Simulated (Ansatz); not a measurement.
## Polymorphs of Fe$_{2}$Si

5 relaxations of Fe2Si ended in 5 distinct structures. Method: r2SCAN (plane waves to 500 eV, PAW, scalar-relativistic; Ansatz, a program for electronic structure).

```csv
#,space group,Pearson,type,E − E(lowest) (eV/atom),V (Å³/atom),runs ending here,spin order
1,P4/nmm,tP6,–,0.00,11.72,1,ferromagnetic
2,I4/mmm,tI12,–,0.34,13.43,1,ferromagnetic
3,P4/mmm,tP3,–,0.35,13.47,1,ferromagnetic
4,P4₂/mmc,tP6,–,0.65,14.66,1,ferromagnetic
5,P6₂22,hP9,–,1.07,21.34,1,ferromagnetic
```

All are gapless at this level. P4/nmm, tP6, ferromagnetic is the lowest of the structures calculated here.

Space group P4/nmm, origin choice 1 (No. 129); a = 3.3840 Å, b = 3.3840 Å, c = 6.1388 Å, α = 90.00°, β = 90.00°, γ = 90.00°

```
atom  site  symmetry       x       y       z
----  ----  --------  ------  ------  ------
Fe      2a      -4m2  0.0000  0.0000  0.0000
Fe      2c       4mm  0.5000  0.0000  0.3536
Si      2c       4mm  0.0000  0.5000  0.2757
```

Each run could gain symmetry but not lose that of its start, so entries can be saddle points. All of these are generated cells (placed on structure types, drawn at random, substituted or restacked) that were not matched to a known phase here. Each structure is listed in the lowest spin state found for it. The real structure of this composition may not be among these, and whether this composition forms is not checked here. Static energies at zero pressure. Spin states reached: ferromagnetic; spin orders were not searched systematically. r2SCAN tends to overstate moments in metals.
